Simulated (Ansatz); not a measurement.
# Structure relaxation, Be

The start is a relaxed Be cell, doubled along one cell vector, shaken by Gaussian noise of σ = 0.08 Å a coordinate. The cell and all atomic positions are relaxed at zero pressure with PBEsol (plane waves to 420 eV, PAW, scalar-relativistic; Ansatz, a quantum-chemistry and plane-wave program). The first steps use a coarse 18×9×18 k-mesh.

Initial structure:
```
Be
1.0
    0.00000     1.57380     1.57380
    3.14759     0.00000     3.14759
    1.57380     1.57380     0.00000
Be
2
Direct
  0.93650   0.00991   0.07063
  0.05643   0.52005   0.99304
```

Problem. Which atoms feel the largest initial force, and how large is it?

Solution. 0.76 eV/Å, on Be1, Be2 (atoms numbered as listed).

Problem. How much energy is released per atom?

Solution. 0.05 eV/atom.

Problem. Is the parent structure recovered?

Solution. It returns to the parent structure, Fm-3m (No. 225).

The end point of the relaxation:

```cif
data_Be4
_chemical_formula_sum 'Be4'
_space_group_name_H-M_alt 'Fm-3m'
_space_group_IT_number 225
_space_group_name_Hall '-F 4 2 3'
_cell_length_a 3.14759
_cell_length_b 3.14759
_cell_length_c 3.14759
_cell_angle_alpha 90.000
_cell_angle_beta 90.000
_cell_angle_gamma 90.000
loop_
_atom_site_label
_atom_site_type_symbol
_atom_site_symmetry_multiplicity
_atom_site_Wyckoff_symbol
_atom_site_fract_x
_atom_site_fract_y
_atom_site_fract_z
_atom_site_occupancy
Be1 Be 4 b 0.50000 0.50000 0.50000 1
```
(The calculation used a cell of 1 atom; values per cell refer to that cell.)

Final values are on a 25×25×25 k-mesh of the relaxed cell. No spin polarisation in the result.

The run could not lose the symmetry of its start: the end is stationary, and may be a saddle point rather than a minimum.

The relaxed structure here is a generated cell of Be: the first start was made by placing the elements on the sites of a structure type, and the end was not matched to a known phase here, so it may be hypothetical. Known forms of Be include space group No. 194.
